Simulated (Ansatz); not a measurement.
The relaxed structure here is a generated cell of NbRu: the first start was made by placing the elements on the sites of a structure type, and the end was not matched to a known phase here, so it may be hypothetical.

A relaxed cell of NbRu (Pmmm (No. 47)), relaxed on a k-mesh at least as fine as the one used below. Method: PBEsol (plane waves to 420 eV, PAW, scalar-relativistic; Ansatz, an electronic-structure program). Γ-centred k-mesh 11×11×5 on the run's cell (coarser than for final values), Fermi–Dirac smearing 0.05 eV.

```
CELL_PARAMETERS angstrom
      2.82977     0.00000     0.00000
      0.00000     2.96034     0.00000
      0.00000     0.00000     7.71891
ATOMIC_POSITIONS crystal
  Ru 0.00000 0.00000 0.00000
  Ru 0.50000 0.00000 0.50000
  Nb 0.00000 0.50000 0.26974
  Nb 0.00000 0.50000 0.73026
```

The atoms are displaced along an unstable phonon of this cell by (Å):

```json
[
 {"atom": "Ru1", "ux": "0.150", "uy": "0.000", "uz": "0.000"},
 {"atom": "Ru2", "ux": "-0.034", "uy": "0.000", "uz": "0.000"},
 {"atom": "Nb3", "ux": "-0.063", "uy": "0.000", "uz": "0.000"},
 {"atom": "Nb4", "ux": "-0.063", "uy": "0.000", "uz": "0.000"}
]
```

**Question.** What forces (eV/Å) and pressure result?

**Answer.** 
| atom | Fx | Fy | Fz |
|---|---|---|---|
| Ru1 | 0.65 | 0.00 | 0.00 |
| Ru2 | -0.16 | 0.00 | 0.00 |
| Nb3 | -0.25 | 0.00 | -0.10 |
| Nb4 | -0.25 | 0.00 | 0.10 |

Pressure -0.3 GPa.

The undisplaced cell is probably no minimum: from this displacement the run went on to P4/mmm (No. 123), 0.38 eV/atom below it.

No spin polarisation in the result.
